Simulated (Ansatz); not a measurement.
The elements of this relaxed trial crystal are hidden behind letters.

```
lattice vectors (Å)
   6.8130    0.0000    0.0000
  -3.4065    5.9002    0.0000
   0.0000    0.0000    6.4692
fractional positions
X 0.6667 0.3333 0.0019
X 0.3333 0.6667 0.0019
X 0.0000 0.3199 0.5005
X 0.6801 0.6801 0.5005
X 0.3199 0.0000 0.5005
Z 0.0000 0.0000 0.9985
Q 0.6667 0.3333 0.3840
Q 0.3333 0.6667 0.3840
Q 0.0000 0.0000 0.3281
Q 0.0000 0.2943 0.8853
Q 0.7057 0.7057 0.8853
Q 0.2943 0.0000 0.8853
```

These are results of DFT PBE, scalar-relativistic, plane waves, PAW in Ansatz, not measurements. The final run on the 12-atom cell used 420 eV, a Γ-centred 6×6×4 mesh, 0.02 eV smearing and no spin polarisation.

| Property | Result |
| --- | --- |
| Space group | P31m (No. 157) |
| Conventional cell | a = 6.813 Å, c = 6.469 Å |
| Volume per atom | 21.67 Å³ |
| Density | 3.80 g/cm³ |
| Energy over the elements | −0.342 eV/atom |
| Gap on the 6×6×4 mesh of the 12-atom cell | 1.22 eV |

Energies are uncorrected and count from the elements' standard states at the same level.

Question: X is a p-block element of period 3, Z is a p-block element of period 2 and Q is a p-block element of period 4. Which elements are they?

Answer: X = Al, Z = B, Q = As, so the formula is Al5BAs6. Density times volume gives a mean mass of 3.80 × 21.67/1.6605 = 49.6 u per atom, and this set has 49.6 u. Al on a site of symmetry 3 has 4 As at 2.47–2.53 Å; B has 4 As at 2.13 Å; around As on a site of symmetry 3 lie 4 Al at 2.44–2.47 Å; 3 more sites not described. Other sets within the hints have nearly the same mass, so mass alone doesn't settle it; this one was computed.

Kohn–Sham gaps at this level usually fall short of measured ones. Symmetry constrained the relaxation, so the result can be a saddle point.
